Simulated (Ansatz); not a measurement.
Relaxed candidate structures of TaSi$_{2}$:

A. P-62m (No. 189), hP9, AFLOW prototype A2B_hP9_189_fg_bc (C22, as in Fe2P); a = 7.012 Å, b = 7.012 Å, c = 3.347 Å, α = 90.00°, β = 90.00°, γ = 120.00°; Si 3f (0.272, 0.272, 0.000); Si 3g (0.618, 0.618, 0.500); Ta 1b (0.000, 0.000, 0.500); Ta 2c (0.333, 0.667, 0.000)

B. Pnma (No. 62), oP12; a = 4.8213 Å, b = 4.4211 Å, c = 8.1555 Å, α = 90.00°, β = 90.00°, γ = 90.00°; Si 4c (0.149, 0.250, 0.703); Si 4c (0.132, 0.250, 0.022); Ta 4c (0.128, 0.250, 0.369)

C. P6₄22 (No. 181), hP9; a = b = 4.759 Å, c = 6.561 Å, α = β = 90.00°, γ = 120.00°; Ta 3c (0.500, 0.000, 0.000); Si 6i (0.159, 0.319, 0.000)

D. Fd-3m, origin choice 1 (No. 227), cF24, cubic Laves (MgCu2 type); a = 6.888 Å, b = 6.888 Å, c = 6.888 Å, α = 90.00°, β = 90.00°, γ = 90.00°; Si 16d (0.625, 0.625, 0.625); Ta 8a (0.000, 0.000, 0.000)

Problem. Order them by energy per atom (lowest first) at the level PBEsol (plane waves to 420 eV, PAW, scalar-relativistic; Ansatz, a quantum-chemistry and plane-wave program).

Solution. C (reference, the lowest among the structures calculated here), B (+0.22 eV/atom), D (+0.59 eV/atom), A (+0.67 eV/atom)

Each run could gain symmetry but not lose that of its start, so entries can be saddle points. All of these are generated cells (placed on structure types, drawn at random, substituted or restacked) that were not matched to a known phase here. Energies are at zero temperature and pressure, without zero-point motion. No spin polarisation in the result. A magnetic state may lie lower.
